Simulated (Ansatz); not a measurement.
Zr:
```
CELL_PARAMETERS angstrom
      5.03765     0.00000     0.00000
     -2.51882     4.36273     0.00000
      0.00000     0.00000     3.15864
ATOMIC_POSITIONS crystal
  Zr 0.00000 0.00000 0.00000
  Zr 0.66667 0.33333 0.50000
  Zr 0.33333 0.66667 0.50000
```

Relaxed with r²SCAN.

**Question.** Map the electron localisation function on the plane through (0.000, 0.000, 0.000) spanned by u = [0, 0, 1] and v = [1, -1, 0] in lattice vectors, from plane-wave PAW r²SCAN (Ansatz code).

**Answer.** x is the fraction of u, y of v (the angle between them is 90°; rows are the nearest grid lines); atoms in the plane: Zr at (0.00, 0.00), Zr at (0.50, 0.67), Zr at (0.50, 0.33).
```
|02798300000389720|
|89996201210269998|
|99973113431137999|
|11001257775210011|
|22222233333222222|
|44200134543100244|
|43101478987410134|
|21038996469983012|
|11148983138984111|
|32114899999841123|
|54201368886310245|
|98641000000014689|
|98641000000014689|
|54201368886310245|
|32114899999841123|
|11148983138984111|
|21038996469983012|
|43101478987410134|
|44200134543100244|
|22222233333222222|
|11001257775210011|
|99973113431137999|
|89996201210269998|
|02798300000389720|
```
Scale: ten equal steps from 0.077 (start of '0') to 0.802 (end of '9'), in the order '0123456789'; x runs from 0.000 to 1.00, y from 0.000 (bottom) to 1.00 (top).

The density is the valence pseudo-density with augmentation charge, so density and ELF within about 1 Å of a nucleus are not all-electron values.

Space group P6/mmm. This is a known high-pressure phase of the composition, computed here at zero pressure and temperature. The r²SCAN relaxation kept the symmetry of its start; whether a distortion lowers the energy is not shown. The run is not spin-polarised.

Potentials: the earlier of the program's two PAW sets.
